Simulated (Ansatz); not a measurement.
YSi:
```yaml
crystal:
  lattice:
    - [6.95917, 0.00000, 0.00000]
    - [-3.47958, 6.02681, 0.00000]
    - [0.00000, 0.00000, 4.09402]
  atoms:
    - { symbol: Y, position: [0.50000, 0.00000, 0.00000] }
    - { symbol: Y, position: [0.50000, 0.50000, 0.00000] }
    - { symbol: Y, position: [0.00000, 0.50000, 0.00000] }
    - { symbol: Si, position: [0.00000, 0.00000, 0.00000] }
    - { symbol: Si, position: [0.33333, 0.66667, 0.50000] }
    - { symbol: Si, position: [0.66667, 0.33333, 0.50000] }
```

Relaxed with PBE. Special points in fractions of this cell's reciprocal vectors: Γ (0.000, 0.000, 0.000); M (0.500, 0.000, 0.000); K (0.333, 0.333, 0.000); A (0.000, 0.000, 0.500); L (0.500, 0.000, 0.500); H (0.333, 0.333, 0.500).

Question: List the band energies nearest the Fermi level at these points for plane-wave PAW PBE (Ansatz code).

Answer: In eV from the Fermi level; about four levels below and three above (degenerate sets whole), none deeper than 8.9 eV; points with the same levels are listed once.

```
k                          below                above
-  -----------------------------  -------------------
Γ        -1.60 -1.05 -1.05 -0.46       0.77 0.77 1.02
M        -1.02 -0.43 -0.35 -0.25       0.09 0.27 1.51
K  -0.67 -0.67 -0.25 -0.25 -0.09       0.99 0.99 1.48
A        -0.48 -0.47 -0.17 -0.17  0.11 0.11 0.36 0.36
L        -0.83 -0.56 -0.46 -0.26       0.50 1.34 1.88
H  -0.77 -0.77 -0.68 -0.68 -0.15  0.59 1.27 2.53 2.53
```

Space group P6/mmm. A made-up cell: these elements were put on the sites of a structure type; neither database checked (COD, Materials Project) lists it. Whether it is the stable phase at ambient conditions was not checked. Symmetry was held in the PBE relaxation; its stability against distortions is not shown here. No spin polarisation was allowed. Spin–orbit coupling is left out wherever it is not named.

Potentials: the later of the program's two PAW sets.
